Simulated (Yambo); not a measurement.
Rb2RhAgF6 (space group Fm-3m, No. 225), G0W0@LDA in Yambo (2×2×2 mesh, plasmon pole; 8 Ry block, no terminator). The number N of bands in W and G is varied.

```json
[
 {"N": "134", "x = 1/N": "0.00746", "gap X → X (eV)": "3.505", "shift of the valence edge (eV)": "-0.418"},
 {"N": "189", "x = 1/N": "0.00529", "gap X → X (eV)": "3.406", "shift of the valence edge (eV)": "-0.515"},
 {"N": "263", "x = 1/N": "0.00380", "gap X → X (eV)": "3.412", "shift of the valence edge (eV)": "-0.631"},
 {"N": "335", "x = 1/N": "0.00299", "gap X → X (eV)": "?", "shift of the valence edge (eV)": "?"}
]
```

**Question.** Basis-set arguments suggest E = E∞ + A x. Fix A and E∞ from the two rows above the withheld one, predict the row at 335 bands, and test the form.

**Answer.** Gap: A = (3.412 − (3.406))/(0.00380 − 0.00529) = -4.03, E∞ = 3.427 eV, so 3.415 eV is predicted; the run gave 3.411 eV (miss 4 meV). The first two rows have slope 45.6, so the form doesn't hold yet over the whole range. Shift: A = (-0.631 − (-0.515))/(0.00380 − 0.00529) = 77.9, E∞ = -0.927 eV, so -0.694 eV is predicted; the run gave -0.713 eV (miss 19 meV). The first two rows have slope 44.7, so the form doesn't hold yet over the whole range. The other settings are held fixed.

Spin-orbit coupling is not included.

Geometry of the Materials Project entry, not relaxed at this level; primitive cell a = b = c = 6.2540 Å, α = β = γ = 60.00°.

The structure is a Materials Project entry; no match was found in the copy of COD used, and its stability was not checked.

A shift is the quasiparticle energy of the state minus its LDA energy.
